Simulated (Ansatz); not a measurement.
IrPdN2:
Space group R-3m, hexagonal axes (No. 166); a = 3.0599 Å, b = 3.0599 Å, c = 18.1928 Å, α = 90.00°, β = 90.00°, γ = 120.00°

```
atom  site  symmetry       x       y       z
----  ----  --------  ------  ------  ------
Ir      3b       -3m  0.0000  0.0000  0.5000
Pd      3a       -3m  0.0000  0.0000  0.0000
N       6c        3m  0.0000  0.0000  0.1096
```
(The calculation used a cell of 4 atoms; values per cell refer to that cell.)

Relaxed at zero pressure with DFT-PBE in the program Ansatz with PAW potentials.

Problem. The volume is lowered by 3 % and shape and atoms relax at that volume. What pressure results, and how do the axes share the change?

Solution. 6.4 GPa; a -1.5 %, b -1.5 %, c -0.1 %; the energy rises by 7 meV/atom.

Problem. Give the new structure.

Solution. 
Space group R-3m, hexagonal axes (No. 166); a = b = 3.015 Å, c = 18.171 Å, α = β = 90.00°, γ = 120.00°

| atom | site | symmetry | x | y | z |
|---|---|---|---|---|---|
| Ir | 3b | -3m | 0.0000 | 0.0000 | 0.5000 |
| Pd | 3a | -3m | 0.0000 | 0.0000 | 0.0000 |
| N | 6c | 3m | 0.0000 | 0.0000 | 0.1087 |

The phase is kept; no other phase was compared at this pressure.

The start of the workflow was typed in or built on a structure type; neither database checked (COD, Materials Project) lists it. Its standing as an ambient phase is unchecked. The cell was relaxed with PBE under the symmetry of its start; whether a distortion lowers the energy is not shown. The workflow began spin-polarised and lost its moments. The volume moved by 15 % from the start of the relaxation. Its formation energy is positive at this level, so the cell may be metastable or incomplete. Scalar-relativistic: spin–orbit coupling is off unless named, which matters more the heavier the elements.

Potentials: the earlier of the program's two PAW sets.
